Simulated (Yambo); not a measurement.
K2LiRhF6 (space group Fm-3m, No. 225), G0W0@PBEsol in Yambo with this input:

```
rim_cut
gw0
dyson
el_el_corr
HF_and_locXC
ppa
em1d
RandQpts= 1000000
RandGvec= 1 Ry
EXXRLvcs= 88 Ry
VXCRLvcs= 352 Ry
Chimod= "HARTREE"
% BndsRnXp
 6 | 200 |
%
NGsBlkXp= 7 Ry
% LongDrXp
 1.0 | 1.0 | 1.0 |
%
PPAPntXp= 27.2114 eV
% GbndRnge
 1 | 200 |
%
GTermKind= "BG"
DysSolver= "n"
ExtendOut
```

On a 2×2×2 mesh, with wavefunctions cut at 88 Ry, the gap (X → X) is 5.469 eV and the valence edge shifts by -1.464 eV.

Problem. What happens with this change: 2 Ry block?

Solution. The gap rises by 0.506 eV, to 5.975 eV; the shift of the valence edge becomes -1.778 eV. Neither run is shown to be the converged limit.

Spin-orbit coupling is not included.

Geometry of the Materials Project entry, not relaxed at this level; primitive cell a = 5.665 Å, b = 5.665 Å, c = 5.665 Å, α = 60.00°, β = 60.00°, γ = 60.00°.

The structure is a Materials Project entry; no match was found in the copy of COD used, and its stability was not checked.

A shift is the quasiparticle energy of the state minus its PBEsol energy.
